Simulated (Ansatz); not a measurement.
Relaxed CuI (zinc blende):

```
CELL_PARAMETERS angstrom
      0.00000     6.02303     6.02303
      3.01151     0.00000     3.01151
      3.01151     3.01151     0.00000
ATOMIC_POSITIONS crystal
  I  0.37500 0.75000 0.75000
  I  0.87500 0.75000 0.75000
  Cu 0.00000 0.00000 0.00000
  Cu 0.50000 0.00000 0.00000
```

Two-dimensional scan of atom 2 (I, nearest neighbour Cu at 2.608 Å; its periodic images, 4.3 Å or more away, move with it): u runs along (0.707, 0.707, 0.000), v along (0.000, 0.000, 1.000) (Cartesian). Cell and other atoms are fixed.

Method: r2SCAN (plane waves to 500 eV, PAW, scalar-relativistic; Ansatz, a quantum-chemistry and plane-wave program). k mesh 4×8×8 (Γ-centred), Fermi-Dirac smearing 0.05 eV. The energy includes the smearing's −TS. Points where atoms come too close for the PAW data are left out (x in tables, blank in figures). CuI is run without spin polarisation. CuI was relaxed with its symmetry unable to fall. Spin-orbit coupling is left out, though I is heavy. ΔE is measured from the undisplaced structure. Axes are in Å.

Question: Give the computed ΔE (meV/cell) at all points of the grid u = -0.650, -0.433, -0.217, 0.000, 0.217, 0.433, 0.650 by v = -0.650, -0.433, -0.217, 0.000, 0.217, 0.433, 0.650.

Answer: ΔE (meV/cell), with u across and v down:

```
v \ u   -0.650  -0.433  -0.217  0.000  0.217  0.433  0.650
------  ------  ------  ------  -----  -----  -----  -----
-0.650     636     724     813    850    813    724    636
-0.433     407     364     372    382    372    364    407
-0.217     487     227     121     95    121    227    487
0.000     1033     378      82      0     82    378   1033
0.217        x     892     269     94    269    892      x
0.433        x       x     697    378    697      x      x
0.650        x       x    1368    847   1368      x      x
```

(A displaced cell: forces are minus the slopes of the energy, force constants its curvatures, and phonons follow from these.)
